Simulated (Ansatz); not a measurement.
Rb$_{2}$NaScCl$_{6}$:
```
CELL_PARAMETERS angstrom
      0.00000     5.18522     5.18522
      5.18522     0.00000     5.18522
      5.18522     5.18522     0.00000
ATOMIC_POSITIONS crystal
  Rb 0.75000 0.75000 0.75000
  Rb 0.25000 0.25000 0.25000
  Na 0.50000 0.50000 0.50000
  Sc 0.00000 0.00000 0.00000
  Cl 0.76075 0.23925 0.23925
  Cl 0.23925 0.76075 0.76075
  Cl 0.23925 0.76075 0.23925
  Cl 0.76075 0.23925 0.76075
  Cl 0.23925 0.23925 0.76075
  Cl 0.76075 0.76075 0.23925
```

Relaxed with r²SCAN.

### Question
Map the electron localisation function on the plane through (0.750, 0.750, 0.750) spanned by u = [1, 0, 0] and v = [-1, 1, 1] in lattice vectors, from the program Ansatz at the r²SCAN level (PAW).

### Answer
x is the fraction of u, y of v (the angle between them is 90°; rows are the nearest grid lines); atoms in the plane: Rb at (0.00, 0.00), Rb at (0.00, 0.50), Na at (0.50, 0.75), Sc at (0.50, 0.25), Cl at (0.50, 0.49), Cl at (0.50, 0.01).
```
|00599983000589999633699998500038999500|
|88999861000368999999999986300016899988|
|99999730000147899999999874100003799999|
|66531000000000122222222100000000013566|
|00000000000000001233210000000000000000|
|00000000000000157644675100000000000000|
|00000000000000166422466100000000000000|
|00000000000000026666662000000000000000|
|11000000000000000000000000000000000011|
|99986300000013578888887531000000368999|
|99999730000147899999999874100003799999|
|13799973000479999877899997400037999731|
|13799972001589999633699998500027999731|
|99998730000257899999999875200003789999|
|99986200000025789999998752000000268999|
|11000000000000000111100000000000000011|
|00000000000000147888874100000000000000|
|00000000000000488400488400000000000000|
|00000000000000378633687300000000000000|
|00000000000000003566530000000000000000|
|66531000000001345555554310000000013566|
|99998730000257899999999875200003789999|
|88999861000478999877899987400016899988|
|00599983000589999633699998500038999500|
```
Scale: ten equal steps from 0.003 (start of '0') to 0.883 (end of '9'), in the order '0123456789'; x runs from 0.000 to 1.00, y from 0.000 (bottom) to 1.00 (top).

The density is the valence pseudo-density with augmentation charge, so density and ELF within about 1 Å of a nucleus are not all-electron values.

Space group Fm-3m. The first step of the workflow began from a Materials Project structure, measured or hypothetical; the Crystallography Open Database copy checked does not list it. Whether it is the stable phase at ambient conditions was not checked. The cell was relaxed with r²SCAN under the symmetry of its start; its stability against distortions is not shown here. No spin polarisation was allowed.

Potentials: the later of the program's two PAW sets.
